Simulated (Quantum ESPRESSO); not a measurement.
RuTi4CuPtIn, input and log of a self-consistent run

A calculation, not a measurement. The program is pw.x of Quantum ESPRESSO 7.5 (plane-wave density functional theory). The cell is made up: eight metal atoms on a hexagonal close-packed lattice, with elements, volume, strain and displacements drawn at random and not relaxed, so it may be unstable or far from any real phase. PseudoDojo standard norm-conserving files set the functional (PBE unless stated); there is no spin polarisation or spin-orbit coupling, the Fermi-Dirac width of 0.25 eV means electrons at about 2900 K, and the masses in the input are unused placeholders. The copper pseudopotential is less sure than most, with forces differing by about three percent and pressure by about two GPa from a second method on plain copper. Heavy elements are run without spin-orbit coupling, which real alloys of them have. A spin test at this wide smearing found no moment, but such smearing suppresses magnetism that the real alloy may have.

Input:

```
&control calculation='scf', pseudo_dir='./dojo.nc.sr.pbe.v0_5.standard.upf', outdir='./o', disk_io='minimal', tprnfor=.true., tstress=.true. /
&system ibrav=0, nat=8, ntyp=5, nbnd=73, ecutwfc=92.02030273, nosym=.true., tot_charge=0,
 occupations='smearing', smearing='fd', degauss=0.0183746611
/
&electrons conv_thr=1.470e-08, electron_maxstep=70, mixing_beta=0.5 /
ATOMIC_SPECIES
Cu 1.0 Cu.upf
In 1.0 In.upf
Pt 1.0 Pt.upf
Ru 1.0 Ru.upf
Ti 1.0 Ti.upf
CELL_PARAMETERS angstrom
2.8641 -0.0062 0.0553
1.3468 -2.5497 -4.8315
1.3252 7.4761 -4.7465
ATOMIC_POSITIONS angstrom
Ru -0.2226 0.0824 0.0436
Ti 1.3324 2.4248 -4.7399
Cu 1.3411 -0.8579 -2.4475
Pt 2.7967 1.5021 -7.0724
In 2.5813 4.8488 -4.6819
Ti 2.7528 -0.0386 -4.811
Ti 2.7657 1.5681 -2.4251
Ti 4.1703 4.0655 -7.1939
K_POINTS automatic
8 4 3 1 1 1
```

The log is shortened where brackets say so; the opening notice, blank lines, dates and the lines on written files are dropped, and the path of the files is cut. It prints rydbergs, bohrs and kilobars, and counts compression as positive stress. Its total energy is the free energy E - TS of the whole cell.

```
     Program PWSCF v.7.5
     Parallel version (MPI & OpenMP), running on       4 processor cores
     Number of MPI processes:                 4
     Threads/MPI process:                     1
     [start-up lines left out]
     bravais-lattice index     =            0
     lattice parameter (alat)  =       5.4134  a.u.
     unit-cell volume          =     937.0670 (a.u.)^3
     number of atoms/cell      =            8
     number of atomic types    =            5
     number of electrons       =       114.00
     number of Kohn-Sham states=           73
     kinetic-energy cutoff     =      92.0203  Ry
     charge density cutoff     =     368.0812  Ry
     scf convergence threshold =      1.5E-08
     mixing beta               =       0.5000
     number of iterations used =            8  plain     mixing
     Exchange-correlation= PBE
                           (   1   4   3   4   0   0   0)
     [axes and pseudopotential details left out]
   Cartesian axes
     site n.     atom                  positions (alat units)
         1        Ru     tau(   1) = (  -0.0777061   0.0287645   0.0152201  )
         2        Ti     tau(   2) = (   0.4651194   0.8464587  -1.6546230  )
         3        Cu     tau(   3) = (   0.4681565  -0.2994791  -0.8543829  )
         4        Pt     tau(   4) = (   0.9762831   0.5243590  -2.4688613  )
         5        In     tau(   5) = (   0.9010904   1.6926382  -1.6343761  )
         6        Ti     tau(   6) = (   0.9609583  -0.0134746  -1.6794428  )
         7        Ti     tau(   7) = (   0.9654615   0.5473985  -0.8465635  )
         8        Ti     tau(   8) = (   1.4557848   1.4192008  -2.5112750  )
     number of k points=    48  Fermi-Dirac smearing, width (Ry)=  0.0184
                       cart. coord. in units 2pi/alat
        k(    1) = (   0.0637550   0.0125766  -0.0629786), wk =   0.0416667
        k(    2) = (   0.0614038  -0.1787636   0.0373408), wk =   0.0416667
     [further k points left out]
     Dense  grid:   111807 G-vectors     FFT dimensions: (  36,  72, 108)
     Estimated max dynamical RAM per process >     397.16 MB
     Estimated total dynamical RAM >       1.47 GB
     Initial potential from superposition of free atoms
     starting charge     113.9885, renormalised to     114.0000
     Starting wfcs are   79 randomized atomic wfcs
     total cpu time spent up to now is        7.5 secs
     per-process dynamical memory:   304.2 Mb
     Self-consistent Calculation
     iteration #  1     ecut=    92.02 Ry     beta= 0.50
     Davidson diagonalization with overlap
     ethr =  1.00E-02,  avg # of iterations =  2.6
     total cpu time spent up to now is       24.3 secs
     total energy              =   -1429.52938749 Ry
     estimated scf accuracy    <      29.90592567 Ry
     iteration #  2     ecut=    92.02 Ry     beta= 0.50
     Davidson diagonalization with overlap
     ethr =  1.00E-02,  avg # of iterations =  5.4
     total cpu time spent up to now is       47.5 secs
     total energy              =   -1428.67343539 Ry
     estimated scf accuracy    <     334.28228794 Ry
     iteration #  3     ecut=    92.02 Ry     beta= 0.50
     Davidson diagonalization with overlap
     ethr =  1.00E-02,  avg # of iterations =  5.8
     total cpu time spent up to now is       68.4 secs
     total energy              =   -1448.86569467 Ry
     estimated scf accuracy    <      41.01719722 Ry
     iteration #  4     ecut=    92.02 Ry     beta= 0.50
     Davidson diagonalization with overlap
     ethr =  1.00E-02,  avg # of iterations =  4.7
     total cpu time spent up to now is       85.3 secs
     total energy              =   -1451.27311562 Ry
     estimated scf accuracy    <      20.54629733 Ry
     iteration #  5     ecut=    92.02 Ry     beta= 0.50
     Davidson diagonalization with overlap
     ethr =  1.00E-02,  avg # of iterations =  1.6
     total cpu time spent up to now is       98.6 secs
     total energy              =   -1451.36141473 Ry
     estimated scf accuracy    <      13.31115061 Ry
     [iterations 6 to 22 left out]
     iteration # 23     ecut=    92.02 Ry     beta= 0.50
     Davidson diagonalization with overlap
     ethr =  8.71E-10,  avg # of iterations =  1.9
     total cpu time spent up to now is      369.4 secs
     total energy              =   -1450.45702919 Ry
     estimated scf accuracy    <       0.00000021 Ry
     iteration # 24     ecut=    92.02 Ry     beta= 0.50
     Davidson diagonalization with overlap
     ethr =  1.83E-10,  avg # of iterations =  3.8
     total cpu time spent up to now is      385.5 secs
     total energy              =   -1450.45702920 Ry
     estimated scf accuracy    <       0.00000069 Ry
     iteration # 25     ecut=    92.02 Ry     beta= 0.50
     Davidson diagonalization with overlap
     ethr =  1.83E-10,  avg # of iterations =  1.7
     total cpu time spent up to now is      398.9 secs
     total energy              =   -1450.45702923 Ry
     estimated scf accuracy    <       0.00000004 Ry
     iteration # 26     ecut=    92.02 Ry     beta= 0.50
     Davidson diagonalization with overlap
     ethr =  3.89E-11,  avg # of iterations =  3.0
     total cpu time spent up to now is      413.7 secs
     total energy              =   -1450.45702923 Ry
     estimated scf accuracy    <       0.00000008 Ry
     iteration # 27     ecut=    92.02 Ry     beta= 0.50
     Davidson diagonalization with overlap
     ethr =  3.89E-11,  avg # of iterations =  1.2
     total cpu time spent up to now is      426.7 secs
     End of self-consistent calculation
     [lines on levels left out]
!    total energy              =   -1450.45702923 Ry
     estimated scf accuracy    <          8.1E-10 Ry
     smearing contrib. (-TS)   =      -0.14769901 Ry
     internal energy E=F+TS    =   -1450.30933022 Ry
     The total energy is F=E-TS. E is the sum of the following terms:
     one-electron contribution =    -591.40083096 Ry
     hartree contribution      =     350.58442864 Ry
     xc contribution           =    -237.99016640 Ry
     ewald contribution        =    -971.50276151 Ry
     convergence has been achieved in  27 iterations
     Forces acting on atoms (cartesian axes, Ry/au):
     atom    1 type  4   force =    -0.00470483    0.00751210   -0.00487725
     atom    2 type  5   force =    -0.00818615   -0.03576016   -0.02403126
     atom    3 type  1   force =    -0.00055859   -0.00326590    0.00308333
     atom    4 type  3   force =    -0.01047499    0.00003708    0.01947371
     atom    5 type  2   force =     0.01761638    0.06663088   -0.01743101
     atom    6 type  5   force =    -0.00134926   -0.04551431    0.02515861
     atom    7 type  5   force =     0.00514621   -0.00829163    0.02338123
     atom    8 type  5   force =     0.00251123    0.01865194   -0.02475735
     Total force =     0.109107     Total SCF correction =     0.000137
     Computing stress (Cartesian axis) and pressure
          total   stress  (Ry/bohr**3)                   (kbar)     P=      -62.35
  -0.00017396   0.00009194   0.00000526          -25.59       13.53        0.77
   0.00009194  -0.00048461   0.00015476           13.53      -71.29       22.77
   0.00000526   0.00015476  -0.00061299            0.77       22.77      -90.17
     init_run     :      7.09s CPU      7.33s WALL (       1 calls)
     electrons    :    410.36s CPU    419.14s WALL (       1 calls)
     forces       :      2.37s CPU      2.39s WALL (       1 calls)
     stress       :      8.29s CPU      8.29s WALL (       1 calls)
     [timing details left out]
     PWSCF        :   7m 8.33s CPU   7m17.44s WALL
     JOB DONE.
```

In other units: free energy -19734.473 eV for the cell, pressure -6.24 GPa, largest force component 1.713 eV/Å in size. The run took 439 s of wall time with four MPI processes on a shared machine (Intel Xeon, 2023 or later, virtual cores), so the time is rough. A rerun of this cell at a higher cutoff and on a denser mesh moved values by no more than 0.004 eV in energy, 0.03 GPa in stress and 0.003 eV/Å in force, and a second program with other atomic files agreed on that cell to 2 % rms in force and 0.5 GPa in pressure.